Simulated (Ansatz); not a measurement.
Be (diamond): energy against volume

Theory: DFT, BLYP, plane waves (420 eV) with PAW, scalar-relativistic (Ansatz 0.2.0). The PAW files were generated under PBE, with cores re-solved for the functional.

The cell is scaled uniformly from the relaxed one, with fractional coordinates and shape fixed. Energies are extrapolated to zero smearing, pressures are those at the given smearing. Magnetic state: spin not included.

A Birch-Murnaghan fit gives V₀ = 15.35 Å³/atom, B₀ = 39 GPa, B₀′ = 3.4.

Question: What are the energy above the minimum and the pressure at 13.516 Å³/atom?

Answer: 31.9 meV/atom and 6.15 GPa as computed.

Question: What are the energy above the minimum and the pressure at 14.130 Å³/atom?

Answer: 13.3 meV/atom and 3.72 GPa as computed.

Question: What are the energy above the minimum and the pressure at 14.745 Å³/atom?

Answer: 3.1 meV/atom and 1.69 GPa as computed.
